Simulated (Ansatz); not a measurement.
**Sr2CuO3: one input, then a changed one**

The cell is the one relaxed in the Materials Project (mp-5456), not relaxed further here; entries there can be hypothetical.

First run: DFT, PBEsol, PAW with Ansatz's default frozen-core files, scalar-relativistic (Ansatz 0.2.0).

Command: `ansatz run input.yaml --threads 2 --pin off --max-ram 6144MiB --backend cpu --events-out ev --progress --plain --runs-dir out` The run took about 63 s on 2 threads of a shared machine.

```yaml
crystal:
  lattice:
    - [-1.7583332243, 1.9639803136, 6.3079581741]
    - [1.7583332243, -1.9639803136, 6.3079581741]
    - [1.7583332243, 1.9639803136, -6.3079581741]
  atoms:
    - { symbol: Sr, position: [0.14692638, 0.64692638, 0.5] }
    - { symbol: Sr, position: [0.85307362, 0.35307362, 0.5] }
    - { symbol: Cu, position: [0.5, 0.0, 0.5] }
    - { symbol: O, position: [0.0, 0.0, 0.0] }
    - { symbol: O, position: [0.34582371, 0.84582371, 0.5] }
    - { symbol: O, position: [0.65417629, 0.15417629, 0.5] }
kpoints:
  mp_grid: { grid: [12, 12, 12] }
  band_path:
    path:
      - [0.0, 0.0, 0.0]
      - [0.5, 0.5, -0.5]
      - [0.2694251671, 0.7305748329, -0.2694251671]
      - [-0.2694251671, 0.2694251671, 0.2694251671]
      - [0.0, 0.0, 0.0]
      - [0.2742346448, -0.2742346448, 0.2742346448]
      - [0.7257653552, 0.2742346448, -0.2742346448]
      - [0.5, 0.5, -0.5]
      - [0.0, 0.0, 0.0]
    npoints: 14
scf:
  occupations: { method: fermi_dirac, width: 0.05 }
hamiltonian:
  xc: pbesol
  pseudopotentials: { kind: paw }
output:
  forces: true
  stress: true
  eigenvalues: true
  efg: { contact_densities: true }
  populations: true
  bader: true
  dos: { projected: true, de: 0.2, e_range: [-14, 8] }
  write_density: true
  write_potential: true
  elf: true
  volumetric_format: npy
```

Result: converged; pressure -2.51 GPa; largest force 0.064 eV/Å; 10 SCF iterations.

Without spin polarisation or U, such a compound can come out metallic where the real one is a magnetic insulator.

The input is then changed:

```diff
@@ -27,4 +27,6 @@
 scf:
   occupations: { method: fermi_dirac, width: 0.05 }
+  mixing: { preconditioner: ldos }
+  eigensolver: { kind: davidson }
 hamiltonian:
   xc: pbesol
@@ -36,6 +38,4 @@
   efg: { contact_densities: true }
   populations: true
-  bader: true
-  dos: { projected: true, de: 0.2, e_range: [-14, 8] }
   write_density: true
   write_potential: true
```

What does the second run give?

It converged; energy at zero smearing 0.0 meV/atom from the first run; pressure -2.51 GPa; largest force 0.065 eV/Å; 8 SCF iterations.

The results part of its log:

```
the search or the solves at the SCF's close seem to have found levels that the self-consistency loop had missed (the run counts 1). By its estimate they hold under 1e-12 electrons; where the run keeps them, the occupations were computed again with them
SCF 1 converged in 8 iterations: F = -15261.010812 eV  dr2 = 4.71e-8
  Residual-converged pass: ⟨swp⟩=8.0  Hψ=55855  notcnv=0  max |occ|·‖R‖ = 9.9e-9 eV (tolerance 1.0e-8 eV)  dr2=4.77e-8  dr2_onsite=5.33e-9  max |Δocc| = 2.9e-9
  greatest PAW one-centre occupation: 1.000 electrons in one spin orbital (limit 2), on the Cu atom at site 2 (counted from 0), in its partial waves of l = 0
NSCF: frozen V_eff on 113 k-points
SCF converged after 8 iterations
Free energy (F): -15261.010812 eV
Harris-Foulkes:  -15261.010812 eV  (|F-HF|=2.37e-8)
Internal energy: -15261.000450 eV  (E = F + TS)
E sigma→0 (E₀):  -15261.005631 eV
Entropy (-TS):   -0.010363 eV (-1.727 meV/atom)
Fermi energy:    10.203933 eV
--- Per-component energies (eV) ---
  E_band       = -578.221653
  E_kinetic    = 1314.787597
  E_local      = -8089.190669  (includes V_loc(G=0)·N_el)
  E_nonlocal   = 941.523276
  E_hartree    = 3304.604040
  E_xc         = -653.590555
  E_vxc        = -722.515524  (∫ρ·V_xc dr)
  E_paw        = -7367.911600  (= ΣΔE_a)
  E_vpaw       = -632.031999  (= ΣTr[D̂ρ^β])
  E_aug_tail   = 0.007625  (compensation charges beyond the density's cutoff)
  E_ewald      = -4711.810923
  E_core_change = 0.580761  (= ΣΔE_core)
  E_smearing   = -0.010363  (= −TS)
  E_closure    = -0.000000  (closes the sum)
  Σ components = -15261.010812   (vs F -15261.010812, Δ=0.00e0)
--- Forces (eV/Å), atoms counted from 1 ---
  atom   1  Sr     0.00000000     0.00000000    -0.06453304
  atom   2  Sr     0.00000000     0.00000000     0.06453304
  atom   3  Cu     0.00000000     0.00000000    -0.00000000
  atom   4  O      0.00000000     0.00000000    -0.00000000
  atom   5  O      0.00000000     0.00000000     0.02420260
  atom   6  O      0.00000000     0.00000000    -0.02420260
  max |Σ_I F_I| component: 1.73e-17 eV/Å
--- Stress (GPa, compression-positive) ---
       -2.118509       0.000000       0.000000
        0.000000      -2.265090       0.000000
        0.000000       0.000000      -3.152386
  P = ⅓ Tr σ = -2.5120 GPa (-25.120 kbar)
--- PAW observables at the nuclei: V_zz in 10²¹ V/m², potentials from the cell's mean, atoms counted from 1 ---
  atom   1  Sr V_zz =    -1.507152   η = 0.2781   by run symmetry: allowed
            electrostatic potential = -5512.082869 V   contact ρ = 400382.280747 e/Å³
  atom   2  Sr V_zz =    -1.507152   η = 0.2781   by run symmetry: allowed
            electrostatic potential = -5512.082869 V   contact ρ = 400382.280747 e/Å³
  atom   3  Cu V_zz =    +2.205598   η = 0.5152   by run symmetry: allowed
            electrostatic potential = -3755.966438 V   contact ρ = 147251.946210 e/Å³
  atom   4  O  V_zz =   +12.622644   η = 0.4574   by run symmetry: allowed
            electrostatic potential = -625.057778 V   contact ρ = 2144.672982 e/Å³
  atom   5  O  V_zz =    +7.083995   η = 0.3176   by run symmetry: allowed
            electrostatic potential = -625.341993 V   contact ρ = 2143.988582 e/Å³
  atom   6  O  V_zz =    +7.083995   η = 0.3176   by run symmetry: allowed
            electrostatic potential = -625.341993 V   contact ρ = 2143.988582 e/Å³
--- Band table (eV; the first three rows and the last of 280) ---
  k-point 0: bands = ["-102.4687", "-60.0685", "-60.0655", "-59.8310", "-23.5392", "-23.4393", "-8.2635", "-7.3354", "-7.1165", "-5.6375", "-5.4681", "-5.3596", "-5.2666", "-5.1851", "-5.0027", "5.2820", "5.6847", "6.1786", "6.5623", "6.7452", "6.8657", "7.0981", "7.2795", "8.0677", "8.2422", "8.4414", "8.6178", "8.6670", "8.8148", "11.6948", "13.2087", "13.8721", "15.6192", "15.6877", "16.1109"]
  k-point 1: bands = ["-102.4687", "-60.0685", "-60.0655", "-59.8311", "-23.5305", "-23.4360", "-8.2411", "-7.4244", "-7.2247", "-5.5962", "-5.4666", "-5.3560", "-5.2037", "-5.1297", "-4.9875", "5.2195", "5.5094", "5.9938", "6.6469", "6.6821", "6.7240", "6.9818", "7.4815", "8.0299", "8.1408", "8.2648", "8.5443", "8.7271", "9.0240", "11.9415", "13.4513", "14.1673", "15.6670", "15.8425", "16.2819"]
  k-point 2: bands = ["-102.4687", "-60.0684", "-60.0655", "-59.8312", "-23.5067", "-23.4271", "-8.1930", "-7.5638", "-7.4049", "-5.6424", "-5.5480", "-5.3469", "-5.0368", "-4.9821", "-4.9668", "4.8909", "5.3244", "5.6907", "6.3975", "6.5427", "6.7424", "6.9954", "7.3590", "7.9433", "8.1702", "8.2953", "8.3954", "8.5912", "9.6000", "12.5170", "14.0328", "14.7401", "15.6120", "16.0878", "16.4012"]
  k-point 279: bands = ["-102.4687", "-60.0684", "-60.0655", "-59.8310", "-23.5165", "-23.4626", "-8.3991", "-7.2258", "-6.8575", "-5.6684", "-5.5468", "-5.4352", "-5.4089", "-5.2147", "-4.9076", "5.3022", "5.7239", "6.5259", "6.5370", "6.7272", "6.8441", "7.1272", "7.2798", "7.4426", "8.0772", "8.1842", "8.6649", "8.8374", "8.9531", "12.3701", "13.8489", "13.9130", "15.0296", "15.2506", "15.6014"]
--- Löwdin populations: 6 sites ---
  site symbol       q [e]
     0     Sr      8.3399
     1     Sr      8.3399
     2     Cu     18.1034
     3      O      7.1147
     4      O      7.1827
     5      O      7.1827
  spilling = 0.012927 (of n_electrons = 57.000000)
```
